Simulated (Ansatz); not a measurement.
Relaxed TiO₂ (rutile):

```
CELL_PARAMETERS angstrom
      4.59673     0.00000     0.00000
      0.00000     4.59673     0.00000
      0.00000     0.00000     2.95369
ATOMIC_POSITIONS crystal
  Ti 0.00000 0.00000 0.00000
  Ti 0.50000 0.50000 0.50000
  O  0.30461 0.30461 0.00000
  O  0.80461 0.19539 0.50000
  O  0.19539 0.80461 0.50000
  O  0.69539 0.69539 0.00000
```

In this cell atom 2 (Ti, nearest neighbour O at 1.948 Å; its periodic images, 3.0 Å or more away, move with it) is moved by s along Cartesian x, unit vector (1.000, 0.000, 0.000); all other atoms and the cell stay fixed.

Method: r2SCAN (plane waves to 500 eV, PAW, scalar-relativistic; Ansatz, an electronic-structure program). k mesh 6×6×9 (Γ-centred), Fermi-Dirac smearing 0.05 eV. E stands for the smeared free energy. TiO2 is run without spin polarisation. TiO2 was relaxed with its symmetry unable to fall. The zero of ΔE is the undisplaced structure.

```json
[
 {"s (Å)": "-0.190", "ΔE (meV/cell)": "302"},
 {"s (Å)": "-0.152", "ΔE (meV/cell)": "193"},
 {"s (Å)": "-0.114", "ΔE (meV/cell)": "108"},
 {"s (Å)": "-0.076", "ΔE (meV/cell)": "48"},
 {"s (Å)": "-0.038", "ΔE (meV/cell)": "12"},
 {"s (Å)": "0.000", "ΔE (meV/cell)": "0"},
 {"s (Å)": "0.038", "ΔE (meV/cell)": "12"},
 {"s (Å)": "0.076", "ΔE (meV/cell)": "48"},
 {"s (Å)": "0.114", "ΔE (meV/cell)": "108"},
 {"s (Å)": "0.152", "ΔE (meV/cell)": "193"},
 {"s (Å)": "0.190", "ΔE (meV/cell)": "302"}
]
```

Question: What force constant k = d²E/ds² at s = 0 does the table give?

Answer: 17 eV/Å². It is the second difference of the nearest points, corrected with the next pair.

Question: With k = 16.61 eV/Å² from the forces, is the well harmonic out to s = 0.190 Å?

Answer: ½ks² = 300 meV/cell against the computed 302 meV/cell, so the well is close to harmonic there.

(A displaced cell: forces are minus the slopes of the energy, force constants its curvatures, and phonons follow from these.)
